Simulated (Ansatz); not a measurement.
Consider the following.

W (fcc (Cu type), Fm-3m), a = b = c = 4.0184 Å, α = β = γ = 90.00°; the cell used has 1 atom.

This is the r²SCAN-relaxed structure.

All from plane-wave PAW r²SCAN (Ansatz code), unless another level is named. Predict the density of states at the Fermi level.

1.3 states/eV per atom (mean over ±0.08 eV).

And the gap with spin–orbit coupling?

none (metallic).

A made-up cell: these elements were put on the sites of a structure type; the Crystallography Open Database files this formula in space group No. 225, but the cells were not matched. It is not the phase usual at ambient conditions (space group No. 229). The cell was relaxed with r²SCAN under the symmetry of its start. At this level the phase is mechanically unstable. The run is not spin-polarised. Spin–orbit coupling is left out wherever it is not named.

Potentials: the later of the program's two PAW sets.
